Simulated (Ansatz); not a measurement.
**Electric field gradients in MnSb**

The cell is an entry of the Crystallography Open Database (COD), ions relaxed with PBE at fixed cell.

```xyz
4
Lattice="4.1300 0.0000 0.0000 -2.0650 3.5767 0.0000 0.0000 0.0000 5.8000" Properties=species:S:1:pos:R:3 pbc="T T T"
Mn    0.0000    0.0000    0.0000
Mn    0.0000    0.0000    2.9000
Sb    0.0000    2.3845    1.4500
Sb    2.0650    1.1922    4.3500
```

Atoms are numbered from 1 in the order listed; like atoms form one site, named after its first atom.

The numbers come from a DFT calculation in Ansatz (PBE, plane waves and PAW, scalar-relativistic, collinear spin, 420 eV cutoff, Γ-centred 9×9×6 k-points, Fermi–Dirac smearing 0.05 eV). Start moments as typed (μB): 4 -4 0 0 by atom.

C_Q = eQV_zz/h, which is 24.18 MHz for Q = 1 b and V_zz = 10²¹ V/m²; η = (V_xx − V_yy)/V_zz. Directions are in the Cartesian axes of the cell vectors above, for the atom listed; none is given where the gradient is under 0.02 or η is above 0.95.

```json
{"site": "Mn", "first atom": "1", "first shell": "6 Sb at 2.79 Å, 2 Mn at 2.90 Å", "V_zz (10²¹ V/m²)": "-1.79", "η": "0.00", "direction of V_zz (x, y, z)": "0.00 0.00 1.00"}
{"site": "Sb", "first atom": "3", "first shell": "6 Mn at 2.79 Å", "V_zz (10²¹ V/m²)": "10.51", "η": "0.00", "direction of V_zz (x, y, z)": "0.00 0.00 1.00"}
```

An axis of threefold or higher order runs through Mn and Sb, so V_zz lies along it and η is zero.

Runs of this kind can end above the lowest electronic state. With no gap above 0.1 eV, as in a metal, the gradients converge slowly in k; expect changes of a tenth or more on a denser mesh. Without spin–orbit coupling (the program notes it for Sb) the gradients can shift somewhat, as the gap is small. With these PAW files V_zz is typically within 2 to 3 % of all-electron values, but misses above 10 % occur on Sb. The magnetic order is the one that the run reached from its start moments, not necessarily the measured one; the program found signs of a lower order.
